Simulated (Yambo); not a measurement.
Yambo run on Cs₂CaP₂O₇ (space group Cm, No. 8). The wavefunctions come from this Quantum ESPRESSO step (LDA, PseudoDojo standard norm-conserving files, scalar-relativistic):

```
&CONTROL
  calculation = 'nscf'
  pseudo_dir = './pseudo'
  outdir = './out'
/
&SYSTEM
  ibrav = 0
  nat = 12
  ntyp = 4
  ecutwfc = 84.0
  ecutrho = 336.0
  occupations = 'fixed'
  force_symmorphic = .true.
  nbnd = 304
/
&ELECTRONS
  conv_thr = 1.2000000000000002e-08
  diago_full_acc = .true.
  diago_thr_init = 1e-08
/
ATOMIC_SPECIES
O 15.9990 O.upf
P 30.9738 P.upf
Ca 40.0780 Ca.upf
Cs 132.9055 Cs.upf
CELL_PARAMETERS angstrom
  5.202215000000  -3.006270000000   0.000000000000
  5.202215000000   3.006270000000   0.000000000000
 -3.474652000000   0.000000000000   6.642443000000
ATOMIC_POSITIONS crystal
O   0.683130000000   0.256530000000   0.189350000000
O   0.256530000000   0.683130000000   0.189350000000
O   0.312220000000   0.740940000000   0.791000000000
O   0.740940000000   0.312220000000   0.791000000000
O   0.264830000000   0.264830000000   0.215380000000
O   0.749580000000   0.749580000000   0.822410000000
O   0.525300000000   0.525300000000   0.499890000000
P   0.423870000000   0.423870000000   0.256110000000
P   0.584840000000   0.584840000000   0.743530000000
Ca   0.001770000000   0.001770000000   0.999760000000
Cs   0.780020000000   0.780020000000   0.335310000000
Cs   0.221480000000   0.221480000000   0.664310000000
K_POINTS automatic
2 2 2 0 0 0
```

Yambo input:

```
rim_cut
gw0
dyson
el_el_corr
HF_and_locXC
ppa
em1d
RandQpts= 1000000
RandGvec= 1 Ry
EXXRLvcs= 84 Ry
VXCRLvcs= 336 Ry
Chimod= "HARTREE"
% BndsRnXp
 1 | 303 |
%
NGsBlkXp= 7 Ry
% LongDrXp
 1.0 | 1.0 | 1.0 |
%
PPAPntXp= 27.2114 eV
% GbndRnge
 1 | 303 |
%
GTermKind= "BG"
DysSolver= "n"
ExtendOut
% QPkrange
 1 | 1 | 40 | 41 |
 2 | 2 | 40 | 41 |
 3 | 3 | 40 | 41 |
 4 | 4 | 40 | 41 |
 5 | 5 | 40 | 41 |
 6 | 6 | 40 | 41 |
%
```

k points by index: 1 = Γ, 2 = (0, 0, -0.5), 3 = (0, -0.5, 0), 4 = (0, -0.5, -0.5), 5 = (-0.5, -0.5, 0), 6 = (-0.5, -0.5, -0.5).

Resulting energies as the program prints them:

```
#    K-point    Band    Eo [eV]    E [eV]    E-Eo [eV]    Vxc [eV]    Vnlxc [eV]    Sc|Eo [eV]    Sc|E [eV]    dSc/dw|Eo [eV]    Re(Z)    Im(Z)
#
    1    40    0.000000    -1.330956    -1.330956    -19.51299    -25.21400    4.044429    4.370050    -6.656740    0.803450    -0.001149
    1    41    4.687060    5.901140    1.214080    -10.00337    -5.253893    -3.351887    -3.535397    -4.112776    0.868702    -0.803470E-3
    2    40    -0.020774    -1.355481    -1.334707    -19.45531    -25.15314    4.036877    4.363124    -6.650782    0.803591    -0.001149
    2    41    5.908103    7.637032    1.728929    -11.46840    -5.795536    -3.666085    -3.943932    -4.372637    0.861554    -0.001252
    3    40    -0.132077    -1.456159    -1.324082    -19.49882    -25.16341    4.018049    4.340509    -6.626343    0.804171    -0.001143
    3    41    6.277639    7.865502    1.587863    -11.00606    -5.743602    -3.420316    -3.674598    -4.357412    0.861970    -0.878261E-3
    4    40    -0.141875    -1.484911    -1.343036    -19.28178    -24.90356    3.953933    4.278752    -6.580617    0.805259    -0.001141
    4    41    6.214891    7.963532    1.748641    -11.35783    -5.772979    -3.557520    -3.836213    -4.336628    0.862538    -0.852006E-3
    5    40    -0.101735    -1.438484    -1.336749    -19.36112    -24.99164    3.969948    4.293773    -6.591331    0.805004    -0.001138
    5    41    6.194517    7.932040    1.737523    -11.27891    -5.708968    -3.556301    -3.832419    -4.324064    0.862882    -0.848927E-3
    6    40    -0.115766    -1.436946    -1.321181    -19.56105    -25.22988    4.025958    4.347645    -6.624954    0.804204    -0.001146
    6    41    6.240291    7.829448    1.589157    -10.86224    -5.596488    -3.423892    -3.676595    -4.326819    0.862806    -0.856842E-3
```
(The two width columns are left out.) Convergence of these settings isn't established.

Geometry of the Materials Project entry, not relaxed at this level.

The structure is a Materials Project entry; no match was found in the copy of COD used, and its stability was not checked.
